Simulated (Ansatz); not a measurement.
Relax this structure to zero stress and force, keeping its symmetry:

```
Y Pt
1.0
     4.12224    0.00000    0.00000
     0.00000    4.12224    0.00000
     0.00000    0.00000    4.12224
Y Pt
1 3
Direct
  0.00000 0.00000 0.00000
  0.00000 0.50000 0.50000
  0.50000 0.00000 0.50000
  0.50000 0.50000 0.00000
```

The calculation used Ansatz 0.2.0, DFT PBEsol, scalar-relativistic, plane waves, PAW.

Settings: cutoff 420 eV, Γ-centred mesh 10×10×10 on the computed 4-atom cell, Gaussian smearing of 0.10 eV; no spin polarisation.

**Question.** What does it relax to?

**Answer.** The volume falls by 0.75 Å³/atom to 16.76 Å³/atom, and the energy falls by 19.2 meV/atom. Final structure:
```xyz
4
Lattice="4.0621 0.0000 0.0000 0.0000 4.0621 0.0000 0.0000 0.0000 4.0621" Properties=species:S:1:pos:R:3 pbc="T T T"
Y     0.0000    0.0000    0.0000
Pt    0.0000    2.0311    2.0311
Pt    2.0311    0.0000    2.0311
Pt    2.0311    2.0311    0.0000
```

Spin–orbit coupling is left out, which can shift energies with elements as heavy as these.

Cost: 1 run of about 0.72 core-minutes, on Arm Neoverse V1 (shared hosts).